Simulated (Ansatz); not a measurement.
An Ansatz (a first-principles code) input:

Ansatz 0.2 input:
```yaml
crystal:
  lattice:
    - [0.0, 2.8499263868, 2.8499263868]
    - [2.8499263868, 0.0, 2.8499263868]
    - [2.8499263868, 2.8499263868, 0.0]
  atoms:
    - { symbol: Ge, position: [0.5, 0.5, 0.5] }
    - { symbol: Ge, position: [0.75, 0.75, 0.75] }
kpoints:
  mp_grid: { grid: [6, 6, 6] }
hamiltonian:
  xc: hse06
  pseudopotentials: { kind: paw }
scf:
  n_extra_bands: 6
  occupations: { method: gaussian, width: 0.02 }
output:
  eigenvalues: true
  eigenstates:
    e_range: [-9.0, 8.0]
    kpoints:
      - [0.0, 0.0, 0.0]  # GAMMA
      - [0.5, 0.0, 0.5]  # X
      - [0.5, 0.5, 0.5]  # L
      - [0.5, 0.25, 0.75]  # W
      - [0.375, 0.375, 0.75]  # K
      - [0.625, 0.25, 0.625]  # U
```

Question: How many symmetry operations and irreducible k-points will the run report?

Answer: 48 operations, 16 of 216 k-points.

Question: With a cutoff of 420 eV, how many plane waves at Γ?

Answer: 893.

It took roughly 70 core-seconds on shared server cores.

Space group Fd-3m (diamond). The PBE+D3(BJ) relaxation kept the symmetry of its start.

Potentials: the later of the program's two PAW sets.

Ansatz is a plane-wave DFT program.
